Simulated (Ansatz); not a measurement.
# Profile along the Ge–Ge line in TaGe2 (space group P6_222)

TaGe2 (space group P6_222)

```
TaGe2
1.0
    4.96726     0.00000     0.00000
   -2.48363     4.30177     0.00000
    0.00000     0.00000     6.74980
Ta Ge
3 6
Direct
  0.50000   0.00000   0.50000
  0.50000   0.50000   0.83333
  0.00000   0.50000   0.16667
  0.16359   0.32718   0.50000
  0.83641   0.16359   0.83333
  0.67282   0.83641   0.16667
  0.83641   0.67282   0.50000
  0.16359   0.83641   0.83333
  0.32718   0.16359   0.16667
```

Fields along a shortest Ge–Ge line of a (0001) plane (2.81 Å), from Ge to Ge, interpolated on the slice's grid (step about 0.3 Å). Computed with r2SCAN (plane waves to 500 eV, PAW, scalar-relativistic; Ansatz, a first-principles code). k mesh 11×11×7. Inside the PAW spheres the values are not all-electron values, and peaks at nuclei hang on which shells count as valence. Spin-orbit coupling is left out, though Ta is heavy. TaGe2 is run without spin polarisation. TaGe2 was relaxed with its symmetry unable to fall.

```tsv
distance from Ge (Å)	valence electron density (e/Å³)	electron localisation function
0.00	56.73	x
0.14	45.01	x
0.28	22.93	x
0.42	8.24	x
0.56	2.80	0.16
0.70	1.16	0.28
0.84	0.61	0.37
0.98	0.41	0.40
1.12	0.32	0.41
1.26	0.27	0.44
1.41	0.26	0.45
1.55	0.27	0.45
1.69	0.32	0.43
1.83	0.41	0.39
1.97	0.61	0.35
2.11	1.13	0.29
2.25	2.84	0.18
2.39	8.43	x
2.53	22.60	x
2.67	44.95	x
2.81	47.12	x
```

x: too close to a nucleus for the ELF to mean much.

Density on the Ge–Ge line (2.81 Å) at its midpoint: 0.26 e/Å³. ELF at that point: 0.5.
